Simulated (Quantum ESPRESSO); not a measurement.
# Planted mistakes on one cell of Zn2MgCaO4

Calculated results; nothing here was measured. They come from pw.x of Quantum ESPRESSO 7.5, a plane-wave density functional program, with PseudoDojo standard norm-conserving files (v0.5 for PBE, v0.4.1 for LDA and PBEsol). The cells are made up: elements, strain and atom displacements were drawn at random, and nothing was relaxed. There is no spin polarisation, spin-orbit coupling or dispersion term.

The cell has 8 sites of a rocksalt lattice. Sites 1 to 4 hold Zn Mg Zn Ca; sites 5 to 8 hold O O O O. Cell vectors in Å: (4.410, -0.013, -0.017); (-0.013, 4.436, 0.015); (-0.017, 0.015, 4.324). Settings: PBE, cutoff 1143 eV, 4 x 4 x 4 k mesh shifted by half a step, Fermi-Dirac smearing of 0.025 eV.

The intended run has a self-consistency threshold of 1e-07 eV, a smearing term of 0.000 eV, a pressure of 9.73 GPa and 12 iterations. Each further run changes one thing: all lengths scaled by 1.0194; atoms of sites 1 and 2 exchanged; k mesh 1 x 1 x 1; one electron removed; smearing 0.82 eV; threshold 0.05 eV. A coarse mesh keeps the shift, and a charged cell sits in a uniform background.

| run | change of free energy (eV) | smearing term -TS (eV) | change of P (GPa) | largest change of a force component (eV/Å) | iterations |
| --- | --- | --- | --- | --- | --- |
| A | -0.453 | -1.698 | 2.97 | 0.051 | 12 |
| B | -10.024 | -0.021 | -30.46 | 0.181 | 15 |
| C | -0.003 | 0.000 | -0.15 | 0.251 | 12 |
| D | 0.015 | 0.000 | -2.53 | 0.109 | 5 |
| E | -0.160 | 0.000 | -8.93 | 0.287 | 12 |
| F | 0.921 | 0.000 | 2.49 | 1.768 | 12 |

A rerun of the intended cell at 1437 eV and k mesh 6 x 6 x 6 moved values by no more than 0.002 eV in the cell's energy, 0.04 GPa in stress and 0.003 eV/Å in force.

Question: which change belongs to which run?

## Worked reading

Run D has the fewest iterations, as a run stopped early does. Run A has the largest smearing term, as wide smearing gives. Run E changes the volume by a factor of 1.0593; minus its pressure change over the logarithm of that factor, 155 GPa, is a rough bulk modulus with clamped atoms. Energies from files of another functional, or of a charged cell, have another zero and say nothing on stability; the pressure of a charged cell rests on the program's zero of potential too.

## Key

```
run,change
A,smearing 0.82 eV
B,one electron removed
C,atoms of sites 1 and 2 exchanged
D,threshold 0.05 eV
E,all lengths scaled by 1.0194
F,k mesh 1 x 1 x 1
```